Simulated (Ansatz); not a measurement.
Ansatz input

```yaml
crystal:
  lattice:
    - [6.2419635786, 0.0, 0.0]
    - [0.0, 6.2419635786, 0.0]
    - [0.0, 0.0, 6.2419635786]
  atoms:
    - { symbol: Tl, position: [1.0, 1.0, 0.0] }
    - { symbol: Tl, position: [0.5, 0.5, 0.5] }
    - { symbol: Tl, position: [0.25, 1.0, 0.5] }
    - { symbol: Tl, position: [0.75, 1.0, 0.5] }
    - { symbol: Tl, position: [0.5, 0.25, 0.0] }
    - { symbol: Tl, position: [0.5, 0.75, 0.0] }
    - { symbol: Tl, position: [0.0, 0.5, 0.25] }
    - { symbol: Tl, position: [0.0, 0.5, 0.75] }
hamiltonian:
  xc: r2scan
  pseudopotentials:
    kind: paw
    azcp:
      Tl: "pseudopotentials/Tl.paw.azcp"
basis:
  ecutwfc: 500
  fft_grid_basis: typed
kpoints:
  mp_grid: { grid: [6, 6, 6], shift: [0, 0, 0] }
magnetization:
  spin_polarized: false
scf:
  occupations: { method: fermi_dirac, width: 0.1 }
```

Terminal output

```
Engine: ansatz 0.2.0, x86_64-unknown-linux-gnu
Pseudopotentials: kind: paw
Pseudopotential: Tl, paw, valence charge 13, recommended cutoff 500 eV (meta_gga) 
Functional definition: r2SCAN
  parameter k0 = 0.174
  parameter k1 = 0.065
  parameter a1 = 4.9479
  exchange = r2scan_x(k0 = k0, k1 = k1, a1 = a1)
  correlation = r2scan_c
Crystal: 8 atoms, lattice volume = 243.200 Å³
Basis set: ecut = 500 eV, 6187 PW (Γ), exchange–correlation on 192×192×192 points (64 copies of the dense FFT grid, shifted against one another)
Bands: 60, of which v1, the nominal top of the filled ones, is band 52 counted from 1 (51 counted from 0)
Symmetry: 48 space group operations
Space group: Pm-3n (ITA 223), of the structure as read, at distance tolerance 6.2e-5 Å
k-points: 20 of 216
Non-local potential: Tl, projectors of the file, l = 0: 2, l = 1: 2, l = 2: 2, l = 3: 1
PAW form: soft (Blöchl's): semilocal exchange-correlation on the pseudo side does not see the compensation charge
PAW frozen core: Tl, regenerated for the run's functional (the file was generated under x = pbe(κ = 0.804, μ = 0.2195149727645171), c = pbe(β = 0.06672455060314922))
PAW one-centre angular grid: Tl, 590 points (default); XC on 160 Gauss nodes
Initial density: superposition of atomic densities (neutral atoms: chi_scale 0, normalization atom), corrected by the library's trained network
Initial wavefunctions: pseudopotential atomic-orbital guess
Functional: x = r2scan, c = r2scan; τ floored in thin density (d = 2e-4 eV/Å³)
SCF iter   1: F=—  HF=-91668.465808 eV  |F-HF|=—  |Δ(HF+E_count)|=         —  Δρ=8.15e-3  dr2=1.42e-1  dr2_τ=4.96e-2  ethr=1.77e-3  ⟨swp⟩=5.9  Hψ=4230  notcnv=0
SCF iter   2: F=—  HF=-91668.435025 eV  |F-HF|=—  |Δ(HF+E_count)|=   3.08e-2  Δρ=3.20e-3  dr2=2.52e-2  dr2_τ=2.29e-3  ethr=1.37e-4  ⟨swp⟩=2.1  Hψ=2378  notcnv=0
SCF iter   3: F=—  HF=-91668.429465 eV  |F-HF|=—  |Δ(HF+E_count)|=   5.56e-3  Δρ=5.54e-4  dr2=1.24e-3  dr2_τ=1.61e-5  ethr=2.42e-5  ⟨swp⟩=2.0  Hψ=2151  notcnv=0
SCF iter   4: F=—  HF=-91668.430274 eV  |F-HF|=—  |Δ(HF+E_count)|=   8.09e-4  Δρ=2.38e-4  dr2=1.16e-4  dr2_τ=2.00e-6  ethr=1.19e-6  ⟨swp⟩=2.0  Hψ=2235  notcnv=0
SCF iter   5: F=—  HF=-91668.430341 eV  |F-HF|=—  |Δ(HF+E_count)|=   6.70e-5  Δρ=5.56e-5  dr2=9.45e-6  dr2_τ=7.24e-7  ethr=1.11e-7  ⟨swp⟩=2.0  Hψ=2214  notcnv=0
SCF iter   6: F=—  HF=-91668.430281 eV  |F-HF|=—  |Δ(HF+E_count)|=   6.01e-5  Δρ=1.25e-5  dr2=6.80e-7  dr2_τ=7.78e-9  ethr=9.09e-9  ⟨swp⟩=2.0  Hψ=2241  notcnv=0
SCF iter   7: F=-91668.430282 eV  HF=-91668.430282 eV  |F-HF|=1.46e-9  |Δ(HF+E_count)|=   4.71e-7  Δρ=3.64e-6  dr2=6.01e-8  dr2_τ=2.67e-9  ethr=9.62e-11  ⟨swp⟩=3.0  Hψ=2555  notcnv=0
SCF 1 converged in 7 iterations: F = -91668.430282 eV  dr2 = 6.01e-8
SCF converged after 7 iterations
Free energy (F): -91668.430282 eV
Harris-Foulkes:  -91668.430282 eV  (|F-HF|=1.46e-9)
Internal energy: -91668.255518 eV  (E = F + TS)
E sigma→0 (E₀):  -91668.342900 eV
Entropy (-TS):   -0.174764 eV (-21.845 meV/atom)
Fermi energy:    9.564862 eV
--- Per-component energies (eV) ---
  E_band       = -74.856648
  E_kinetic    = 2674.062462
  E_local      = -7343.467434  (includes V_loc(G=0)·N_el)
  E_nonlocal   = 2538.375962
  E_hartree    = 2723.964340
  E_xc         = -1747.871355
  E_vxc        = -1252.514370  (∫ρ·V_xc dr)
  E_paw        = -81533.701934  (= ΣΔE_a)
  E_vpaw       = -2235.897557  (= ΣTr[D̂ρ^β])
  E_aug_tail   = 0.000134  (compensation charges beyond the density's cutoff)
  E_vtau       = 96.645649  (kinetic-family band-sum trace: ∫τ·v_τ [+ j·A + Jᵃ·Aᵃ] dr)
  E_ewald      = -8987.935781
  E_core_change = 8.318088  (= ΣΔE_core)
  E_smearing   = -0.174764  (= −TS)
  E_closure    = -0.000000  (closes the sum)
  Σ components = -91668.430282   (vs F -91668.430282, Δ=0.00e0)
```
